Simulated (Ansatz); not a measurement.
# ZrSi₃O₈: zone-centre modes

The calculation used Ansatz 0.2.0, DFT PBE, scalar-relativistic, plane waves, PAW. Cutoff 420 eV, 4×4×4 k-points (Γ-centred), fixed occupations. No spin polarisation. Phonons by linear response, acoustic sum rule imposed.

The cell, relaxed at this level:
```yaml
crystal:
  lattice:
    - [3.76241, -3.83085, 0.00947]
    - [3.76241, 3.83085, 0.00947]
    - [-0.01386, 0.00000, 7.61104]
  atoms:
    - { symbol: Zr, position: [0.77009, 0.22991, 0.00000] }
    - { symbol: Si, position: [0.22692, 0.77308, 0.50000] }
    - { symbol: Si, position: [0.72607, 0.72521, 0.26961] }
    - { symbol: Si, position: [0.27479, 0.27393, 0.73039] }
    - { symbol: O, position: [0.56491, 0.28808, 0.79118] }
    - { symbol: O, position: [0.21200, 0.01043, 0.63194] }
    - { symbol: O, position: [0.49010, 0.79227, 0.39443] }
    - { symbol: O, position: [0.71804, 0.89213, 0.09000] }
    - { symbol: O, position: [0.98957, 0.78800, 0.36806] }
    - { symbol: O, position: [0.20773, 0.50990, 0.60557] }
    - { symbol: O, position: [0.10787, 0.28196, 0.91000] }
    - { symbol: O, position: [0.71192, 0.43509, 0.20882] }
```

It was reached by relaxing an invented guess, and it needn't be the stable form of this composition. Modes under 40 cm⁻¹ are poorly fixed.

Q: Is this structure stable against zone-centre distortions?

A: Yes, at Γ: no optical mode is imaginary. Strains and other wave vectors aren't tested by this run.

Q: List the optical modes at Γ without the LO field (i marks imaginary ones).

A:
```csv
frequency (THz),degeneracy,IR intensity of the level ((D/Å)²/amu)
1.13,1,0.00
1.40,1,0.00
2.46,1,0.02
2.64,1,0.03
5.70,1,0.14
6.07,1,0.21
6.13,1,0.18
7.06,1,0.55
7.47,1,0.29
8.37,1,0.66
8.77,1,0.35
9.44,1,0.35
10.39,1,6.03
10.41,1,0.88
10.85,1,0.41
10.98,1,5.02
11.93,1,13.32
12.01,1,13.89
14.63,1,4.27
16.86,1,0.85
17.66,1,5.68
17.95,1,0.84
19.86,1,4.04
22.10,1,0.04
22.10,1,0.13
26.56,1,39.03
26.76,1,36.31
27.74,1,52.10
30.65,1,0.03
31.22,1,35.21
31.23,1,35.58
33.36,1,16.15
34.50,1,0.30
```
